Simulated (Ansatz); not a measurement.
This run works on a proposed trial structure, not on a known crystal.

Input and command of a plane-wave DFT calculation in Ansatz:

```yaml
crystal:
  lattice:
    - [2.5070542636, 0.0, 0.0]
    - [-1.2535271318, 2.1711726809, 0.0]
    - [0.0, 0.0, 31.2486757777]
  atoms:
    - { symbol: Ru, position: [0.6666666667, 0.3333333333, 0.9650265264] }
    - { symbol: Ru, position: [0.3333333333, 0.6666666667, 0.8958637262] }
    - { symbol: Ru, position: [0.3333333333, 0.6666666667, 0.0349734736] }
    - { symbol: Ru, position: [0.6666666667, 0.3333333333, 0.1041362738] }
    - { symbol: C, position: [0.3333333333, 0.6666666667, 0.4999973323] }
    - { symbol: C, position: [0.6666666667, 0.3333333333, 0.5000026677] }
    - { symbol: C, position: [0.0, 0.0, 0.6292715932] }
    - { symbol: C, position: [0.6666666667, 0.3333333333, 0.629272802] }
    - { symbol: C, position: [0.0, 0.0, 0.3707284068] }
    - { symbol: C, position: [0.3333333333, 0.6666666667, 0.370727198] }
    - { symbol: C, position: [0.6666666667, 0.3333333333, 0.7586867673] }
    - { symbol: C, position: [0.3333333333, 0.6666666667, 0.7586823962] }
    - { symbol: C, position: [0.3333333333, 0.6666666667, 0.2413132327] }
    - { symbol: C, position: [0.6666666667, 0.3333333333, 0.2413176038] }
basis:
  ecutwfc: 420
kpoints:
  mp_grid: { grid: [12, 12, 1] }
hamiltonian:
  xc: pbe
scf:
  occupations: { method: gaussian, width: 0.1 }
output:
  forces: true
  stress: true
  eigenvalues: true
relax:
  adjacent_minimum: "off"
  f_tol: 0.01
  max_steps: 30
  cell: { stress_tol: 0.1, fix: [volume] }
```

```bash
ansatz run input.yaml --threads 1 --pin off --max-ram 2560MiB --backend cpu --events-out ev --progress --plain --runs-dir out
```

Processor: Intel(R) Xeon(R) Platinum 8259CL CPU @ 2.50GHz (Skylake/Cascade Lake), 1 thread, on a host shared with other jobs.

Q: Estimate time, memory and problem size.

A: About 78 s, peak memory 0.58 GiB. It solves 66 bands at 19 k points (after reduction by symmetry) with about 3385 plane waves, in 39 SCF iterations over 5 ionic steps.
